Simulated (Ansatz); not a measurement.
MgH₂:
```
CELL_PARAMETERS angstrom
      4.47745     0.00000     0.00000
      0.00000     4.47745     0.00000
      0.00000     0.00000     3.00762
ATOMIC_POSITIONS crystal
  Mg 0.00000 0.00000 0.00000
  Mg 0.50000 0.50000 0.50000
  H  0.30442 0.30442 0.00000
  H  0.19558 0.80442 0.50000
  H  0.69558 0.69558 0.00000
  H  0.80442 0.19558 0.50000
```

Tensor components refer to the Cartesian frame of this cell.

Task: Give the high-frequency dielectric tensor and the Born effective charge tensors of the independent atoms from DFPT, PBEsol (plane waves, PAW; program Ansatz).

Result: 
ε∞:
```
4.16  0.00  0.00
0.00  4.16  0.00
0.00  0.00  4.21
```
Z* of atom 1 (Mg), rows: field, columns: displacement, in e:
```
1.85  0.12  0.00
0.12  1.85  0.00
0.00  0.00  1.95
```
Z* of atom 3 (H), rows: field, columns: displacement, in e:
```
-0.93  -0.22   0.00
-0.22  -0.93   0.00
 0.00   0.00  -0.97
```

Space group P4_2/mnm (rutile). The PBEsol relaxation kept the symmetry of its start; of distortions, only those at the zone centre were tested.

Potentials: the later of the program's two PAW sets.
